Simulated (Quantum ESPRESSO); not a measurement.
Si2BN3O, a curve over strain

Computed values, not a measurement. The program is pw.x of Quantum ESPRESSO 7.5 (plane-wave density functional theory). The cell is made up: 7 atoms on a wurtzite lattice with one site empty, with randomly drawn elements, strain and displacements, not relaxed. PseudoDojo standard norm-conserving files (v0.5 for PBE, v0.4.1 for LDA and PBEsol) set the functional; there is no spin polarisation, spin-orbit coupling or dispersion term, and the masses in the input are unused placeholders.

Seven runs add a strain to one cell (the same along x and y); the atoms follow the cell and are not relaxed. Stress in the table is positive in tension.

Input of the run at +0.0004:

```
&control calculation='scf', pseudo_dir='./dojo.nc.sr.pbe.v0_5.standard.upf', outdir='./o', disk_io='medium', tprnfor=.true., tstress=.true. /
&system ibrav=0, nat=7, ntyp=4, nbnd=22, ecutwfc=84.00895049, nosym=.true., tot_charge=0,
 occupations='smearing', smearing='fd', degauss=0.0018374661
/
&electrons conv_thr=7.350e-09, electron_maxstep=60, /
ATOMIC_SPECIES
B 1.0 B.upf
N 1.0 N.upf
O 1.0 O.upf
Si 1.0 Si.upf
CELL_PARAMETERS angstrom
2.8536 -0.0278 0.0231
-0.0481 4.8342 -0.032
0.0377 -0.0302 4.5571
ATOMIC_POSITIONS angstrom
Si 0.0493 -0.0161 -0.0293
Si 1.5269 2.427 0.0905
B 1.3928 0.5761 2.2395
N -0.0786 0.0542 1.7708
O 1.2308 2.2517 1.7156
N 1.61 0.7998 4.0417
N -0.0075 3.2379 4.0621
K_POINTS automatic
6 4 4 1 1 1
```

```
added strain  free energy less that of the input shown (eV)  stress xx (GPa)  stress yy (GPa)  stress zz (GPa)  stress xy (GPa)  pressure (GPa)  next band up at Gamma (eV)  iterations
     -0.0202                                         0.3722           -14.22           -51.26             7.71            -4.16           19.26                       2.468          11
     -0.0018                                         0.0264             1.26           -33.82            10.16            -3.31            7.47                       2.485          11
     +0.0004                                         0.0000             2.90           -31.94            10.42            -3.22            6.21                       2.485          11
     +0.0056                                        -0.0517             6.70           -27.61            11.03            -3.00            3.29                       2.483          11
     +0.0197                                        -0.1113            15.94           -16.96            12.54            -2.42           -3.84                       2.464          11
     +0.0230                                        -0.1094            17.90           -14.67            12.86            -2.31           -5.36                       2.457          11
```

Question: one run is left out of the table, at +0.0136. Estimate its stress xx (GPa).

Answer: 12.11. The whole row:

```
added strain  free energy less that of the input shown (eV)  stress xx (GPa)  stress yy (GPa)  stress zz (GPa)  stress xy (GPa)  pressure (GPa)  next band up at Gamma (eV)  iterations
     +0.0136                                        -0.0985            12.11           -21.39            11.91            -2.67           -0.88                       2.475          11
```

A cubic fit gives a slope of stress xx against the added strain of 750 GPa at zero added strain, with the atoms clamped. Across the table the free energy follows the integral of the stress to within 0.4 meV. A rerun of one of the cells at 1437 eV and a 8 x 6 x 6 mesh moved values by no more than 0.002 eV in energy, 0.02 GPa in stress and 0.002 eV/Å in force. The band column is the level of band 17 at Gamma less that of band 16, whose number is half the electron count, rounded up; it comes from a band step after each run.